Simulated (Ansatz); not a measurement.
ZnS:
```
ZnS
1.0
    3.78226     0.00000     0.00000
   -1.89113     3.27553     0.00000
    0.00000     0.00000     6.20759
Zn S
2 2
Direct
  0.33333   0.66667   0.00039
  0.66667   0.33333   0.50039
  0.33333   0.66667   0.37461
  0.66667   0.33333   0.87461
```

x, y and z are the axes in which the lattice vectors are written.

**Question.** Give the proper piezoelectric stress tensor with relaxed ions from DFT-PBEsol in the program Ansatz with PAW potentials.

**Answer.** In C/m², rows x, y, z, Voigt columns; mesh uncertainty up to 0.00.
```
 0.00   0.00   0.00   0.00  -0.10   0.00
 0.00   0.00   0.00  -0.10   0.00   0.00
-0.16  -0.16   0.18   0.00   0.00   0.00
```

The elastic tensor of the same run (GPa):

|  | 1 | 2 | 3 | 4 | 5 | 6 |
|---|---|---|---|---|---|---|
| 1 | 126 | 59.6 | 46.2 | 0.0 | 0.0 | 0.0 |
| 2 | 59.6 | 126 | 46.2 | 0.0 | 0.0 | 0.0 |
| 3 | 46.2 | 46.2 | 150 | 0.0 | 0.0 | 0.0 |
| 4 | 0.0 | 0.0 | 0.0 | 28.6 | 0.0 | 0.0 |
| 5 | 0.0 | 0.0 | 0.0 | 0.0 | 28.6 | 0.0 |
| 6 | 0.0 | 0.0 | 0.0 | 0.0 | 0.0 | 33.4 |

**Question.** Convert to strain constants d = e·S.

**Answer.** In pC/N:
```
 0.0   0.0   0.0   0.0  -3.6   0.0
 0.0   0.0   0.0  -3.6   0.0   0.0
-1.3  -1.3   2.0   0.0   0.0   0.0
```

Space group P6_3mc (wurtzite). The cell was relaxed with PBEsol under the symmetry of its start. Signs of piezoelectric constants follow the polarity of the cell as given.

Potentials: the earlier of the program's two PAW sets. The files were generated under PBE; for other functionals the program regenerates the frozen cores, and for LDA and PBEsol the local potential too.
